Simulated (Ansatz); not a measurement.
Born–Oppenheimer molecular dynamics of a 21-atom ZrGeIr cell at 19.11 Å³/atom, computed with Ansatz: Langevin thermostat at 300 K, 29 steps of 3.0 fs, friction 0.015 1/fs. The run is short and the cell small, so it isn't an equilibrium average.

```yaml
crystal:
  lattice:
    - [7.654547, 0.283995, -0.072176]
    - [0.283995, 7.224208, -0.096208]
    - [-0.072176, -0.096208, 7.268638]
  atoms:
    - { symbol: Zr, position: [0.4177921931, 0.6188899734, 0.5277462534] }
    - { symbol: Zr, position: [0.9902244401, 0.0376256968, 0.1148648156] }
    - { symbol: Zr, position: [0.8386819756, 0.3628575266, 0.7854040835] }
    - { symbol: Zr, position: [0.9535347441, 0.6857509488, 0.5289913747] }
    - { symbol: Zr, position: [0.2676707777, 0.2925672648, 0.8964775403] }
    - { symbol: Zr, position: [0.2575128604, 0.9669838401, 0.6886297291] }
    - { symbol: Zr, position: [0.0931928549, 0.2573484946, 0.4327497054] }
    - { symbol: Ge, position: [0.4919765308, 0.6839560727, 0.8901948774] }
    - { symbol: Ge, position: [0.6612472363, 0.2563102705, 0.080614176] }
    - { symbol: Ge, position: [0.0135432431, 0.4706475178, 0.1563664241] }
    - { symbol: Ge, position: [0.7258282705, 0.4479754732, 0.4476889019] }
    - { symbol: Ge, position: [0.4059359628, 0.1795896421, 0.3080539732] }
    - { symbol: Ge, position: [0.1799526647, 0.8273487606, 0.314282458] }
    - { symbol: Ge, position: [0.6193529007, 0.8666907161, 0.2252716356] }
    - { symbol: Ir, position: [0.1569170986, 0.7155799191, 0.9030408755] }
    - { symbol: Ir, position: [0.7855278801, 0.1000323864, 0.415667281] }
    - { symbol: Ir, position: [0.8425764175, 0.7305256478, 0.9896826008] }
    - { symbol: Ir, position: [0.6117066993, 0.9775664685, 0.9003768895] }
    - { symbol: Ir, position: [0.3731011153, 0.5247656789, 0.2091627656] }
    - { symbol: Ir, position: [0.5219511536, 0.2080344277, 0.666801027] }
    - { symbol: Ir, position: [0.9181079732, 0.9859972068, 0.7372281836] }
  symmetry: { detect: false }
basis:
  ecutwfc: 420
  xc_grid: 1
kpoints:
  mp_grid: { grid: [1, 1, 1], shift: [0.25, 0.25, 0.25] }
hamiltonian:
  xc: pbesol
scf:
  occupations: { method: fermi_dirac, width: 0.05 }
  lower_state_search: "off"
  convergence: { dr2_threshold: 1.0e-05 }
output:
  forces: true
  stress: true
md:
  timestep: 3.0
  n_steps: 29
  ensemble: nvt_langevin
  friction: 0.015
  temperature: 300.0
  initial_velocities: maxwell_boltzmann
  seed: 18029
```

```bash
ansatz run input.yaml --threads 2 --pin off --max-ram 5120MiB --backend cpu --events-out ev --progress --plain --runs-dir out
```

The calculation used Ansatz 0.2.0, DFT PBEsol, scalar-relativistic, plane waves, PAW.

5 frames, positions in Å (not wrapped into the cell) and forces in eV/Å:

```xyz
21
Lattice="7.655 0.284 -0.072 0.284 7.224 -0.096 -0.072 -0.096 7.269" Properties=species:S:1:pos:R:3:forces:R:3 pbc="T T T" time_fs=0.0 temperature_K=286 free_energy_over_first_frame_eV=0.000
Zr    3.336    4.539    3.746   -0.200   -0.620    0.670
Zr    7.582    0.542    0.760   -1.200    0.690   -1.330
Zr    6.466    2.784    5.613    0.200   -0.170    0.950
Zr    7.455    5.174    3.710    0.040    0.960    0.890
Zr    2.067    2.103    6.469    0.660    2.430    0.750
Zr    2.196    6.993    4.894    0.850   -0.790    0.340
Zr    0.755    1.844    3.114   -0.850    0.660    1.620
Ge    3.896    4.995    6.369   -0.160   -1.430    0.990
Ge    5.129    2.032    0.514   -1.040    0.850    1.150
Ge    0.226    3.389    1.090    0.090    0.850   -1.060
Ge    5.651    3.399    3.159   -0.210   -1.080   -0.900
Ge    3.136    1.383    2.193    1.330   -0.200    0.510
Ge    1.590    5.998    2.192    1.800   -0.830    0.210
Ge    4.971    6.415    1.509    0.270   -0.550    0.740
Ir    1.339    5.127    6.484    0.490   -0.740   -0.290
Ir    6.011    0.906    2.955   -0.370    0.170    0.150
Ir    6.586    5.422    7.063   -0.030   -1.880   -0.220
Ir    4.895    7.149    6.406   -1.200    0.820   -0.800
Ir    2.990    3.877    1.443   -0.270   -0.730   -2.490
Ir    4.006    1.587    4.789   -0.840    1.520   -1.460
Ir    7.255    7.313    5.198    0.620    0.080   -0.410
21
Lattice="7.655 0.284 -0.072 0.284 7.224 -0.096 -0.072 -0.096 7.269" Properties=species:S:1:pos:R:3:forces:R:3 pbc="T T T" time_fs=21.0 temperature_K=598 free_energy_over_first_frame_eV=-0.869
Zr    3.278    4.525    3.774   -0.130   -0.870    0.900
Zr    7.568    0.602    0.697   -0.720    0.300   -0.440
Zr    6.476    2.789    5.592    0.000   -0.310    1.210
Zr    7.410    5.221    3.755    0.180    0.770    0.500
Zr    2.048    2.138    6.549    1.020    1.850    0.180
Zr    2.231    6.976    4.886    0.630   -0.300    0.590
Zr    0.682    1.885    3.153   -0.720    0.700    0.940
Ge    3.931    4.961    6.403   -0.170   -1.340    0.910
Ge    5.053    2.064    0.519   -0.700    0.590    0.710
Ge    0.220    3.471    1.060    0.360   -0.150   -0.240
Ge    5.592    3.424    3.160   -0.120   -1.190   -0.920
Ge    3.176    1.412    2.276    0.710   -0.240    0.530
Ge    1.619    5.935    2.128    0.960   -0.060   -0.140
Ge    4.978    6.385    1.543    0.350   -0.510    0.180
Ir    1.344    5.126    6.486    1.200   -0.680   -0.380
Ir    6.031    0.861    2.949   -0.250    0.530    0.280
Ir    6.629    5.383    7.042   -1.640   -0.760   -0.500
Ir    4.860    7.139    6.403   -0.580    0.710   -0.440
Ir    3.016    3.915    1.432   -0.020   -0.940   -2.460
Ir    4.009    1.578    4.749   -0.930    1.740   -0.990
Ir    7.256    7.301    5.220    0.570    0.160   -0.420
21
Lattice="7.655 0.284 -0.072 0.284 7.224 -0.096 -0.072 -0.096 7.269" Properties=species:S:1:pos:R:3:forces:R:3 pbc="T T T" time_fs=42.0 temperature_K=673 free_energy_over_first_frame_eV=-1.867
Zr    3.214    4.477    3.849    0.130   -1.450    0.360
Zr    7.556    0.648    0.641   -0.400   -0.080    0.260
Zr    6.480    2.815    5.631   -0.320   -0.290    0.890
Zr    7.408    5.286    3.804    0.010   -0.050   -0.120
Zr    2.078    2.235    6.599    0.810    0.650   -0.480
Zr    2.315    6.918    4.894    0.160    0.540    0.930
Zr    0.594    1.916    3.228   -0.270    0.710    0.260
Ge    3.959    4.855    6.481    0.260   -0.560    0.630
Ge    4.948    2.130    0.560   -0.110   -0.080    0.130
Ge    0.255    3.519    1.046    0.450   -1.110    0.730
Ge    5.547    3.414    3.098   -0.010   -0.870   -0.410
Ge    3.235    1.394    2.397   -0.140   -0.290   -0.060
Ge    1.682    5.869    2.067    0.250    0.800   -0.250
Ge    5.031    6.336    1.568    0.350   -0.430   -0.270
Ir    1.371    5.111    6.494    1.400   -0.520   -0.420
Ir    6.051    0.841    2.938   -0.340    0.550    0.480
Ir    6.662    5.319    7.020   -2.720    0.590   -1.080
Ir    4.806    7.125    6.409    0.180    0.370   -0.080
Ir    3.019    3.926    1.383    0.320   -1.050   -1.420
Ir    3.979    1.584    4.709   -0.510    1.920    0.020
Ir    7.262    7.289    5.211    0.490    0.630   -0.110
21
Lattice="7.655 0.284 -0.072 0.284 7.224 -0.096 -0.072 -0.096 7.269" Properties=species:S:1:pos:R:3:forces:R:3 pbc="T T T" time_fs=66.0 temperature_K=635 free_energy_over_first_frame_eV=-2.440
Zr    3.178    4.339    3.943   -0.070   -1.230    0.030
Zr    7.535    0.672    0.609   -0.080   -0.340    0.700
Zr    6.484    2.816    5.703   -0.560   -0.170    0.430
Zr    7.422    5.312    3.871   -0.160   -0.720   -0.650
Zr    2.128    2.363    6.610   -0.050   -1.100   -1.300
Zr    2.388    6.885    4.908   -0.240    0.690    0.650
Zr    0.512    1.955    3.285    0.180    0.430    0.060
Ge    3.992    4.737    6.604    0.710    0.560   -0.270
Ge    4.859    2.194    0.617    0.580   -0.900   -0.220
Ge    0.304    3.504    1.086   -0.270   -0.450    0.390
Ge    5.475    3.341    3.024    0.400   -0.420    0.160
Ge    3.248    1.311    2.467   -0.740   -0.460   -0.960
Ge    1.789    5.842    2.037   -0.150    1.130    0.050
Ge    5.117    6.281    1.605    0.220   -0.400   -0.510
Ir    1.406    5.095    6.480    0.580   -0.300   -0.040
Ir    6.053    0.807    2.939   -0.350    0.550    0.530
Ir    6.614    5.293    6.990   -1.280    0.500   -1.080
Ir    4.750    7.116    6.437    0.530    0.430   -0.050
Ir    3.012    3.873    1.323    0.150   -0.490    0.540
Ir    3.927    1.625    4.676    0.060    1.940    1.070
Ir    7.275    7.319    5.188    0.540    0.750    0.500
21
Lattice="7.655 0.284 -0.072 0.284 7.224 -0.096 -0.072 -0.096 7.269" Properties=species:S:1:pos:R:3:forces:R:3 pbc="T T T" time_fs=87.0 temperature_K=627 free_energy_over_first_frame_eV=-2.710
Zr    3.109    4.174    3.995   -0.210   -0.380   -0.240
Zr    7.516    0.674    0.606    0.130   -0.380    0.800
Zr    6.500    2.789    5.776   -0.770    0.070    0.000
Zr    7.416    5.292    3.904   -0.090   -0.640   -0.690
Zr    2.143    2.422    6.551   -0.760   -1.610   -0.790
Zr    2.408    6.888    4.897   -0.390    0.110    0.440
Zr    0.459    1.997    3.293    0.570   -0.140    0.550
Ge    4.043    4.706    6.653    0.460    0.660   -0.630
Ge    4.847    2.150    0.668    0.440   -1.090   -0.400
Ge    0.355    3.483    1.169   -0.740    0.490   -0.800
Ge    5.416    3.252    2.970    0.460    0.230    0.630
Ge    3.213    1.191    2.473   -0.680   -0.360   -0.770
Ge    1.831    5.856    2.028   -0.020    0.720    0.270
Ge    5.225    6.246    1.614   -0.020   -0.440   -0.410
Ir    1.431    5.063    6.480    0.040    0.010   -0.100
Ir    6.055    0.810    2.939   -0.390    0.450    0.460
Ir    6.554    5.308    6.939    0.530   -0.420   -0.720
Ir    4.724    7.090    6.466    0.390    1.170   -0.420
Ir    3.011    3.842    1.291    0.050   -0.270    1.370
Ir    3.904    1.681    4.687    0.380    1.260    0.650
Ir    7.309    7.351    5.163    0.620    0.550    0.820
```

Over the second half the temperature averages 655 K and the pressure (kinetic part included, positive in compression) -2.1 GPa. Mean square displacements at the end: Ge 0.10 Å², Ir 0.03 Å², Zr 0.09 Å² (from the start of this run, the atoms' common shift taken off).

One k point is coarse for so small a cell, so forces and above all the pressure are rough.

Time: 2.2 min on 2 threads of Arm Neoverse V1, with other jobs on the host, peak memory 0.75 GiB.